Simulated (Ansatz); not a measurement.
## BiTe (Fm-3m), clamped-ion strain scan

All numbers below come from DFT r2SCAN, scalar-relativistic, plane waves, PAW in Ansatz 0.2.0. Cutoff 500 eV, Γ-centred 14×14×14 k-points, Gaussian smearing of 0.15 eV. Spin–orbit coupling is left out, which can shift energies with elements as heavy as these. No spin polarisation. Energies are free energies at this smearing, counted from the undisturbed cell; pressure is positive in compression.

Zero of the scan (as given, not relaxed at this level; it stands at 0.0 GPa, and it needn't be the usual structure):

```yaml
crystal:
  lattice:
    - [0.00000, 3.23500, 3.23500]
    - [3.23500, 0.00000, 3.23500]
    - [3.23500, 3.23500, 0.00000]
  atoms:
    - { symbol: Bi, position: [0.00000, 0.00000, 0.00000] }
    - { symbol: Te, position: [0.50000, 0.50000, 0.50000] }
```

The cell is strained by ε times the Voigt pattern (0, 0, 0, 0, 0, 1) (xx, yy, zz, yz, xz, xy; engineering shear) with fractional coordinates fixed. The cell is metallic on the mesh throughout.

```csv
ε,ΔE (meV/atom),"stress summed along the pattern (GPa, tension positive)"
-0.0200,0.0,-0.0081
-0.0100,0.0,-0.0040
0.0000,0.0,0.0000
0.0025,0.0,0.0010
0.0050,0.0,0.0020
0.0075,0.0,0.0030
0.0125,0.0,?
0.0150,0.0,?
0.0175,0.0,0.0071
```

By symmetry 0.0200 repeats -0.0200, -0.0150 repeats 0.0150, 0.0100 repeats -0.0100, -0.0050 repeats 0.0050 in energy, with the opposite slope along the path.

Task: Give the withheld values.

Result: stress summed along the pattern (GPa, tension positive) at ε = 0.0125: 0.0050; stress summed along the pattern (GPa, tension positive) at ε = 0.0150: 0.0060.